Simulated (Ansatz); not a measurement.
**CdP2Pd2, a known structure type with other elements, at an estimated volume**

```yaml
crystal:
  lattice:
    - [0.00000, 5.42815, 0.00000]
    - [4.71624, -2.71407, 0.00000]
    - [1.76683, 0.00000, -7.25885]
  atoms:
    - { symbol: P, position: [0.49104, 0.70288, 0.64786] }
    - { symbol: P, position: [0.78816, 0.29712, 0.85214] }
    - { symbol: P, position: [0.50896, 0.29712, 0.35214] }
    - { symbol: P, position: [0.21184, 0.70288, 0.14786] }
    - { symbol: Pd, position: [0.26880, 0.26626, 0.99699] }
    - { symbol: Pd, position: [0.00254, 0.73374, 0.50301] }
    - { symbol: Pd, position: [0.73120, 0.73374, 0.00301] }
    - { symbol: Pd, position: [0.99746, 0.26626, 0.49699] }
    - { symbol: Cd, position: [0.13450, 0.00000, 0.75000] }
    - { symbol: Cd, position: [0.86550, 0.00000, 0.25000] }
```

Level: r2SCAN, no spin polarisation; 500 eV; 6×6×4 Γ-centred mesh; fermi-dirac occupations (width 0.0264 eV); Ansatz 0.2.0, fixed geometry.

**Question.** What do density and ELF say about some of the short contacts?

**Answer.** Pd–Cd at 2.47 Å: least valence density 0.48 e/Å³ and ELF 0.20 there. Pd–Pd at 2.54 Å: least valence density 0.42 e/Å³ and ELF 0.19 there. P–Pd at 2.89 Å: least valence density 0.24 e/Å³ and ELF 0.31 there. Both are smooth PAW fields, read partly inside the augmentation spheres.

**Question.** Give the Bader charges.

**Answer.** Bader charges in e: Cd +0.60, P -0.20, Pd -0.10. In the mean Cd gives up most and P takes most.

**Question.** Is the cell too large or too small?

**Answer.** The pressure is -1.4 GPa (compression positive), so with the atoms held at these fractions the cell would first shrink; the forces are large, so a full relaxation may end otherwise. The principal stresses -10.0, -2.3, 8.0 GPa differ, so its shape would change too.

**Question.** What happens at the Fermi level?

**Answer.** It is a metal, with about 5.4 states/eV a cell as the mean within 0.25 eV of the Fermi level, mostly P p (59 %) and Pd d (28 %).

**Question.** Where is the largest force?

**Answer.** The largest is on Cd9 (and as large on other atoms): 2.33 eV/Å, components (0.00, 2.33, 0.00). It makes 90° with the line to a nearest neighbour, Pd5 at 2.47 Å.

Origin: a known structure type with other elements, at an estimated volume, so it need not be a known compound. Caveats: atoms or cell far from equilibrium.

Run time, from a saved density: 6.1 min on 1 thread of Arm Neoverse N1 (shared host), peak memory 1.4 GiB. The time holds forces, stress, Bader, DOS, bands, ELF.
